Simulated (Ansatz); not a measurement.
AlN:
```cif
data_AlN
_chemical_formula_sum 'Al1 N1'
_space_group_name_H-M_alt 'P 1'
_space_group_IT_number 1
_cell_length_a 2.85508
_cell_length_b 2.85508
_cell_length_c 2.85508
_cell_angle_alpha 60.000
_cell_angle_beta 60.000
_cell_angle_gamma 60.000
loop_
_space_group_symop_operation_xyz
  'x, y, z'
loop_
_atom_site_label
_atom_site_type_symbol
_atom_site_fract_x
_atom_site_fract_y
_atom_site_fract_z
_atom_site_occupancy
Al1 Al 0.50000 0.50000 0.50000 1
N1 N 0.00000 0.00000 0.00000 1
```

Relaxed with r²SCAN.

Give the optical modes at the zone centre with their infrared and Raman activity from DFPT, r²SCAN (plane waves, PAW; program Ansatz).

Transverse frequencies, without the LO–TO term; a row sums one degenerate level.

| ω (cm⁻¹) | degeneracy | IR ((D/Å)²/amu) | Raman (Å⁴/amu) | activity | symmetry |
|---|---|---|---|---|---|
| 466 | 3 | 66.08 | 0 | IR | T1u |

How high does the top mode go among those that the LO–TO term moves?

905 cm⁻¹ for q along x.

Space group Fm-3m (rock salt). This is a known high-pressure phase of the composition, computed here at zero pressure and temperature. Symmetry was held in the r²SCAN relaxation; phonons on a q-mesh show no instability.

Potentials: the later of the program's two PAW sets.
